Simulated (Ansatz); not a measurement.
## Rh vacancy in LaGa2Rh3

Level of theory: PBEsol, no spin polarisation, scalar-relativistic; Ansatz, plane waves to 420 eV (PAW set soft_2), k-mesh 3×3×3.

The relaxed host crystal (no gap at this level of theory):

```
Ga La Rh
1.0
     5.61229    0.00000    0.00000
    -2.80614    4.86038    0.00000
     0.00000    0.00000    3.77328
Ga La Rh
2 1 3
Direct
  0.66667 0.33333 0.00000
  0.33333 0.66667 0.00000
  0.00000 0.00000 0.00000
  0.00000 0.50000 0.50000
  0.50000 0.50000 0.50000
  0.50000 0.00000 0.50000
```

Supercell of 18 atoms, rows of the matrix [[-1,-1,1],[1,0,1],[0,1,1]] times the cell vectors; Rh vacancy at (0.000, 0.500, 0.500) in fractions of the cell above. Atoms are relaxed at the host's cell, from a start shaken by 0.03 Å near the defect. The cell loses 1 of its 9 Rh, so this is a heavily defective crystal.

Distances from the empty Rh site (Å), by shell of the perfect crystal:

| shell | perfect crystal | relaxed, charge 0 |
| --- | --- | --- |
| 4 Ga | 2.49 | 2.41 |
| 4 Rh | 2.81 | 2.83 |

| charge | gap of the cell on the mesh (eV) |
| --- | --- |
| 0 | 0.00 |

Formation energy of the neutral defect: 1.83 eV, taking atoms from and to the elements' standard states (no corrections for gases), so it belongs to those chemical potentials alone.

Caveats: small supercell, so energies and levels can be off by tenths of an eV; one random start near the defect, so other minima are possible.
